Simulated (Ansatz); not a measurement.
Relaxed-ion elastic tensor of Si in space group Ia-3 (No. 206; Si on 16c) in GPa (Voigt order), r²SCAN in the plane-wave PAW code Ansatz; density 2.54 g/cm³, 18.36 Å³ per atom.

```
 191  41.3  41.3   0.0   0.0   0.0
41.3   191  41.3   0.0   0.0   0.0
41.3  41.3   191   0.0   0.0   0.0
 0.0   0.0   0.0  73.0   0.0   0.0
 0.0   0.0   0.0   0.0  73.0   0.0
 0.0   0.0   0.0   0.0   0.0  73.0
```

**Question.** Is the crystal mechanically stable?

**Answer.** Yes: the smallest eigenvalue of C is 73.0 GPa.

**Question.** Work out the Voigt, Reuss and Hill averages.

**Answer.** K_V = 91.3, K_R = 91.3, K_H = 91.3; G_V = 73.8, G_R = 73.8, G_H = 73.8 GPa.

**Question.** Give Young's modulus, Poisson's ratio, Pugh's ratio and the universal anisotropy index.

**Answer.** E = 9KG/(3K + G) = 174 GPa; ν = 0.18; K/G = 1.24 (brittle by the Pugh limit of 1.75); A_U = 5G_V/G_R + K_V/K_R − 6 = 0.00.

**Question.** Estimate the sound speeds and the Debye temperature.

**Answer.** v_l = √((K + 4G/3)/ρ) = 8640 m/s, v_t = √(G/ρ) = 5390 m/s, mean 5940 m/s; Θ = (h/k)(3n/4πV)^(1/3) v_m = 670 K.

**Question.** Give the Zener ratio and Young's modulus along [100], [110] and [111].

**Answer.** A = 2C44/(C11 − C12) = 0.97; 1/E = S11 − 2(S11 − S12 − S44/2)Γ with Γ = 0, 1/4, 1/3 gives 177, 174, 173 GPa.

**Question.** Solve the Christoffel equation for the three sound speeds along [100], [110], [111].

**Answer.** Eigenvalues of C_ijkl n_j n_l equal ρv². In km/s, slowest first: [100] 5.36, 5.36, 8.68; [110] 5.36, 5.43, 8.63; [111] 5.41, 5.41, 8.62.

The workflow started from an entry of the Crystallography Open Database (COD), which files this formula under 3 space groups. It is not the phase usual at ambient conditions (space group No. 227). Symmetry was held in the r²SCAN relaxation; of distortions, only those at the zone centre were tested. As this level gives no gap, shear constants depend on the k-mesh and smearing (Fermi–Dirac, 0.1 eV here).

Potentials: the earlier of the program's two PAW sets.
